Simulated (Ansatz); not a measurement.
Zone-centre phonons of Zr$_{2}$N at 3 GPa: input and output

Level of theory: DFT LDA, scalar-relativistic, plane waves, PAW (Ansatz).

Launched with:
```bash
ansatz run input.yaml --threads 2 --pin off --max-ram 6144MiB --backend cpu --events-out ev --progress --plain --runs-dir out
```

Input (bare energies are in eV):
```yaml
crystal:
  lattice:
    - [5.3047299014, 0.0, 0.0]
    - [0.0, 5.3047299014, 0.0]
    - [0.0, 0.0, 3.2365342493]
  atoms:
    - { symbol: Zr, position: [0.2954605167, 0.2954605167, 0.0] }
    - { symbol: Zr, position: [0.7045394833, 0.7045394833, 0.0] }
    - { symbol: Zr, position: [0.7954605167, 0.2045394833, 0.5] }
    - { symbol: Zr, position: [0.2045394833, 0.7954605167, 0.5] }
    - { symbol: "N", position: [0.0, 0.0, 0.0] }
    - { symbol: "N", position: [0.5, 0.5, 0.5] }
basis:
  ecutwfc: 420
kpoints:
  mp_grid: { grid: [8, 8, 12] }
hamiltonian:
  xc: lda
scf:
  occupations: { method: fermi_dirac, width: 0.15 }
output:
  eigenvalues: true
phonons:
  method: dfpt
  eigenvectors: true
```

The end of the output:
```
--- Phonons (Γ-DFPT): 4 representative perturbations + reference, on 238 of 768 k-points (Σ response iterations 12) ---
  k mesh reduced under 2 symmetry operations, with k and −k counted as one. Each operation leaves every solved displacement unchanged or reverses it
  ASR residual: 5.357e-4 → 0.000e0 eV/Å²; symmetrization residual: 5.651e-7 eV/Å²
  ASR residual per site (eV/Å²): 5.36e-4 5.36e-4 5.36e-4 5.36e-4 9.03e-5 9.03e-5
  Γ frequencies (cm⁻¹): 0.00 0.00 0.00 44.25 181.78 181.78 205.07 209.89 217.15 219.17 219.17 295.55 484.86 484.86 545.28 561.71 561.71 570.50
  non-analytic LO–TO correction: not included (Born effective charges unavailable; polar crystals: no LO–TO splitting at Γ)
```

Time: 3.4 min on 2 threads of Arm Neoverse V2, on a shared host, peak memory 2.9 GiB.

In a metal, frequencies and elastic constants depend on the k mesh and the smearing, soft modes and shear constants most.